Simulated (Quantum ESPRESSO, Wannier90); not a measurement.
## Wannierisation of CaIn (CsCl type)

```xyz
2
Lattice="3.8434 0.0000 0.0000 0.0000 3.8434 0.0000 0.0000 0.0000 3.8434" Properties=species:S:1:pos:R:3 pbc="T T T"
Ca     0.0000     0.0000     0.0000
In     1.9217     1.9217     1.9217
```

Cell from Materials Project (mp-20263), symmetrised, no further relaxation. Not found in the COD (Crystallography Open Database) copy used; not checked further. Method: PBEsol plane waves in Quantum ESPRESSO 7.5 (PseudoDojo norm-conserving files, 56 Ry, no spin polarisation, no spin-orbit coupling), Bloch states on a 8×8×8 mesh through Γ, Wannier90 4.0.1. Density: 12×12×12 mesh, cold smearing 0.01 Ry. Spin-orbit coupling is left out although heavy elements are present.

Valence charges of the files: Ca 10, In 13. 31 bands were computed.

Isolated groups of bands, relative to the Fermi level (bands from 10 on overlap up to the last one computed):

| bands | from (eV) | to (eV) | filling | weight on atomic waves |
|---|---|---|---|---|
| 1 | -41.14 | -41.12 | filled | Ca 3s 96 % |
| 2–4 | -22.31 | -22.18 | filled | Ca 3p 99 % |
| 5–9 | -14.36 | -14.19 | filled | In 4d 100 % |

Wanted is a model with the orbitals Ca s p d, In s p, without the filled groups that are mainly made of other shells (semicore states, and anion s where it isn't named); all higher bands stay in for disentanglement.

### Question
Give num_wann, exclude_bands and num_bands, and the number of electrons that the model holds.

### Answer
Electrons: 1×10 + 1×13 = 23, or 11.5 bands' worth; no gap over 0.05 eV opens at the Fermi level at this level of theory.
num_wann = 1×9 + 1×4 = 13.
exclude_bands = 1-9, 9 bands, so num_bands = 31 − 9 = 22.
The model holds 23 − 2×9 = 5 electrons. With the window frozen to 1.50 eV it follows pw.x to 3.3 meV rms (states up to 1.0 eV relative to the Fermi level).
